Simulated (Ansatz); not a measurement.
Al2Cu:
```cif
data_Al2Cu
_chemical_formula_sum 'Al2 Cu1'
_space_group_name_H-M_alt 'P4/mmm'
_space_group_IT_number 123
_space_group_name_Hall '-P 4 2'
_cell_length_a 4.08484
_cell_length_b 4.08484
_cell_length_c 2.84653
_cell_angle_alpha 90.000
_cell_angle_beta 90.000
_cell_angle_gamma 90.000
loop_
_atom_site_label
_atom_site_type_symbol
_atom_site_symmetry_multiplicity
_atom_site_Wyckoff_symbol
_atom_site_fract_x
_atom_site_fract_y
_atom_site_fract_z
_atom_site_occupancy
Al1 Al 2 e 0.00000 0.50000 0.50000 1
Cu1 Cu 1 a 0.00000 0.00000 0.00000 1
```

Relaxed at zero pressure with the program Ansatz at the PBEsol level (PAW).

Question: The volume is lowered by 6 % and shape and atoms relax at that volume. What pressure results, and how do the axes share the change?

Answer: 7.1 GPa; a -2.1 %, b -2.1 %, c -2.0 %; the energy rises by 20 meV/atom.

Question: Give the new structure.

Answer: 
Space group P4/mmm (No. 123); a = b = 4.0002 Å, c = 2.7902 Å, α = β = γ = 90.00°

```csv
atom,site,symmetry,x,y,z
Al,2e,mmm.,0.0000,0.5000,0.5000
Cu,1a,4/mmm,0.0000,0.0000,0.0000
```

The phase is kept; no other phase was compared at this pressure.

The first step of the workflow began from a Materials Project structure, measured or hypothetical; the Crystallography Open Database copy checked does not list it. It is not the phase usual at ambient conditions (space group No. 140). Symmetry was held in the PBEsol relaxation; of distortions, only those at the zone centre were tested. No spin polarisation was allowed. Axis ratios of metals converge slowly with the k-mesh, so a and c are less sure than the volume.

Potentials: the later of the program's two PAW sets.
